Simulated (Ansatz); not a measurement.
An Ansatz input:

```yaml
crystal:
  lattice:
    - [2.6358905191, 0.0, 0.0]
    - [0.0, 2.6358905191, 0.0]
    - [0.0, 0.0, 2.6358905191]
  atoms:
    - { symbol: Au, position: [0.0, 0.0, 0.0] }
hamiltonian:
  xc: pbesol
  pseudopotentials:
    kind: paw
    azcp:
      Au: "pseudopotentials/Au.paw.azcp"
basis:
  ecutwfc: 420
  fft_grid_basis: typed
kpoints:
  mp_grid: { grid: [12, 12, 12], shift: [0, 0, 0] }
magnetization:
  spin_polarized: false
scf:
  occupations: { method: fermi_dirac, width: 0.1 }
relax:
  max_steps: 60
  f_tol: 0.01
  cell: {}
```

and its output:

```
Warning: the record states the generating functional pbe (its physics header spells it `PBE`), which answers neither for hamiltonian.xc's functional nor for the pbesol family's — results may be inconsistent (PPs are generated against a specific XC)
Engine: ansatz 0.2.0, aarch64-unknown-linux-gnu
Pseudopotentials: kind: paw
Pseudopotential: Au, paw, valence charge 19, recommended cutoff 420 eV (normal) 
Functional definition: PBEsol
  exchange = pbesol_x
  correlation = pbesol_c
Crystal: 1 atoms, lattice volume = 18.314 Å³
Basis set: ecut = 420 eV, 365 PW (Γ), exchange–correlation on 36×36×36 points (8 copies of the dense FFT grid, shifted against one another)
Bands: 14, of which v1, the nominal top of the filled ones, is band 10 counted from 1 (9 counted from 0)
Symmetry: 48 space group operations
Space group: Pm-3m (ITA 221), of the structure as read, at distance tolerance 2.6e-5 Å
k-points: 84 of 1728
Non-local potential: Au, projectors of the file, l = 0: 3, l = 1: 2, l = 2: 2, l = 3: 1
PAW form: soft (Blöchl's): semilocal exchange-correlation on the pseudo side does not see the compensation charge
PAW frozen core: Au, regenerated for the run's functional, and the local potential with it (the file was generated under x = pbe(κ = 0.804, μ = 0.2195149727645171), c = pbe(β = 0.06672455060314922))
PAW one-centre angular grid: Au, 590 points (default); XC on 64 Gauss nodes
Initial density: superposition of atomic densities (neutral atoms: chi_scale 0, normalization atom), corrected by the library's trained network
Initial wavefunctions: pseudopotential atomic-orbital guess
Functional: x = pbesol(κ = 0.804, μ = 0.12345679012345678), c = pbesol(β = 0.046)
SCF iter   1: F=—  HF=-13006.795004 eV  |F-HF|=—  |Δ(HF+E_count)|=         —  Δρ=3.51e-3  dr2=2.43e-3  ethr=1.77e-3  ⟨swp⟩=4.9  Hψ=6053  notcnv=0
SCF iter   2: F=—  HF=-13006.794933 eV  |F-HF|=—  |Δ(HF+E_count)|=   7.08e-5  Δρ=1.78e-3  dr2=6.10e-4  ethr=1.28e-5  ⟨swp⟩=2.1  Hψ=2175  notcnv=0
SCF iter   3: F=—  HF=-13006.794853 eV  |F-HF|=—  |Δ(HF+E_count)|=   8.02e-5  Δρ=3.04e-4  dr2=1.16e-5  ethr=3.21e-6  ⟨swp⟩=2.2  Hψ=1501  notcnv=0
SCF iter   4: F=—  HF=-13006.794831 eV  |F-HF|=—  |Δ(HF+E_count)|=   2.20e-5  Δρ=5.85e-5  dr2=5.21e-7  ethr=6.13e-8  ⟨swp⟩=2.4  Hψ=1940  notcnv=0
iter 5 did not close the SCF: its close was put off for the readings that it lacked (scf_convergence_deferred on its scf_iter line)
SCF iter   5: F=-13006.794831 eV  HF=-13006.794831 eV  |F-HF|=1.01e-8  |Δ(HF+E_count)|=   7.70e-8  Δρ=9.35e-6  dr2=1.50e-8  ethr=2.74e-9  ⟨swp⟩=2.4  Hψ=1732  notcnv=0
SCF iter   6: F=-13006.794831 eV  HF=-13006.794831 eV  |F-HF|=7.28e-12  |Δ(HF+E_count)|=   2.97e-9  Δρ=4.44e-7  dr2=3.21e-11  ethr=7.89e-11  ⟨swp⟩=1.5  Hψ=3621  notcnv=0
SCF 1 converged in 6 iterations: F = -13006.794831 eV  dr2 = 3.21e-11
relax step   1: F+E_penalty+E_count = -13006.79483072 eV  Δ(F+E_penalty+E_count) = +0.000e0 eV  max|allowed force component| = 0.000e0 eV/Å  Δτ_max = 0.0000 Å  P = +10.286 GPa  Ω = 18.314 Å³  (6 SCF iters, dr2 threshold 1.00e-7 eV, accepted)
...
Basis set: ecut = 420 eV, 389 PW (Γ), exchange–correlation on 40×40×40 points (8 copies of the dense FFT grid, shifted against one another)
Initial wavefunctions: pseudopotential atomic-orbital guess (no wavefunctions were taken with the density)
iter 1 solved again at ethr=8.76e-9 eV; its pass at ethr=3.10e-3 eV (dr2=1.66e-6 eV) is discarded
SCF iter   1: F=—  HF=-13006.831660 eV  |F-HF|=—  |Δ(HF+E_count)|=         —  Δρ=5.39e-4  dr2=1.58e-6  ethr=8.76e-9  ⟨swp⟩=3.3  Hψ=9412  notcnv=0
SCF iter   2: F=—  HF=-13006.831762 eV  |F-HF|=—  |Δ(HF+E_count)|=   1.02e-4  Δρ=2.69e-4  dr2=3.74e-7  ethr=8.32e-9  ⟨swp⟩=2.0  Hψ=1324  notcnv=0
SCF iter   3: F=—  HF=-13006.831789 eV  |F-HF|=—  |Δ(HF+E_count)|=   2.67e-5  Δρ=2.47e-5  dr2=5.95e-8  ethr=1.97e-9  ⟨swp⟩=1.4  Hψ=1267  notcnv=0
SCF iter   4: F=—  HF=-13006.831789 eV  |F-HF|=—  |Δ(HF+E_count)|=   9.74e-8  Δρ=5.62e-6  dr2=7.89e-10  ethr=3.13e-10  ⟨swp⟩=2.3  Hψ=1722  notcnv=0
SCF iter   5: F=—  HF=-13006.831789 eV  |F-HF|=—  |Δ(HF+E_count)|=   8.38e-9  Δρ=7.16e-7  dr2=2.47e-11  ethr=4.15e-12  ⟨swp⟩=2.0  Hψ=1878  notcnv=0
SCF iter   6: F=-13006.831789 eV  HF=-13006.831789 eV  |F-HF|=3.64e-12  |Δ(HF+E_count)|=  1.20e-10  Δρ=5.33e-8  dr2=1.03e-13  ethr=1.00e-12  ⟨swp⟩=5.0  Hψ=4222  notcnv=0
SCF 5 converged in 6 iterations: F = -13006.831789 eV  dr2 = 1.03e-13
relax step   5: F+E_penalty+E_count = -13006.83178905 eV  Δ(F+E_penalty+E_count) = -2.986e-4 eV  max|allowed force component| = 0.000e0 eV/Å  Δτ_max = 0.0000 Å  P = -0.049 GPa  Ω = 19.558 Å³  stress off target by 4.86e-2 GPa  SCF on the basis re-selected at this cell (its energy is not comparable with the rows above)  (6 SCF iters)
basis re-selected at this cell: Δ(F+E_penalty+E_count) = -2.986e-4 eV, ΔP = -0.018 GPa vs the last step (what re-selecting the basis moved, of the pressure what is left beyond the Pulay correction that the steps carried, after the strain that the cell walked since its last selection, with what the two solves' SCF thresholds leave and, on support functions, any second-order correction that the steps lacked; it is no measure of the basis error at this ecutwfc). The dense FFT grid was sized anew with the basis: this SCF ran on 20×20×20 points, the steps before it on 18×18×18, so part of this shift can come from that change (see relax.cell in the input reference). This SCF's stress stands 4.86e-2 GPa from its target on what of the cell is left free (relax.cell.stress_tol is 5.00e-2 GPa) and its largest allowed force component is 0.00e0 eV/Å (relax.f_tol is 1.00e-2 eV/Å): within both
SCF converged after 6 iterations
Free energy (F): -13006.831789 eV
Harris-Foulkes:  -13006.831789 eV  (|F-HF|=3.64e-12)
Internal energy: -13006.819712 eV  (E = F + TS)
E sigma→0 (E₀):  -13006.825750 eV
Entropy (-TS):   -0.012077 eV (-12.077 meV/atom)
Fermi energy:    16.587649 eV
--- Per-component energies (eV) ---
  E_band       = -272.011804
  E_kinetic    = 604.875668
  E_local      = -2004.062449  (includes V_loc(G=0)·N_el)
  E_nonlocal   = 77.153984
  E_hartree    = 844.062003
  E_xc         = -226.336909
  E_vxc        = -274.270227  (∫ρ·V_xc dr)
  E_paw        = -9565.701096  (= ΣΔE_a)
  E_vpaw       = -363.834160  (= ΣTr[D̂ρ^β])
  E_aug_tail   = 0.001364  (compensation charges beyond the density's cutoff)
  E_ewald      = -2737.121754
  E_core_change = 0.309479  (= ΣΔE_core)
  E_smearing   = -0.012077  (= −TS)
  E_closure    = 0.000000  (closes the sum)
  Σ components = -13006.831789   (vs F -13006.831789, Δ=0.00e0)
--- Forces (eV/Å), atoms counted from 1 ---
  atom   1  Au     0.00000000     0.00000000    -0.00000000
  max |Σ_I F_I| component: 1.23e-32 eV/Å
--- Stress (GPa, compression-positive) ---
       -0.048571       0.000000       0.000000
        0.000000      -0.048571       0.000000
        0.000000       0.000000      -0.048571
  P = ⅓ Tr σ = -0.0486 GPa (-0.486 kbar)
--- Relaxed structure (4 steps of the walk, 4 accepted, 1 SCFs on fresh bases) ---
  F+E_penalty+E_count = -13006.83178905 eV   max|allowed force component| = 0.000e0 eV/Å   (the final SCF, on the basis selected at the relaxed cell)
  cell:  # Å, volume = 19.5578 Å³
    - [2.6942616034552445, -1.1876567990387953e-33, -2.8888949165808538e-34]
    - [-1.1876567990387953e-33, 2.6942616034552445, 0.0]
    - [-2.8888949165808538e-34, 0.0, 2.6942616034552445]
  atoms:
    - { symbol: Au, position: [0.0, 0.0, 0.0] }
```
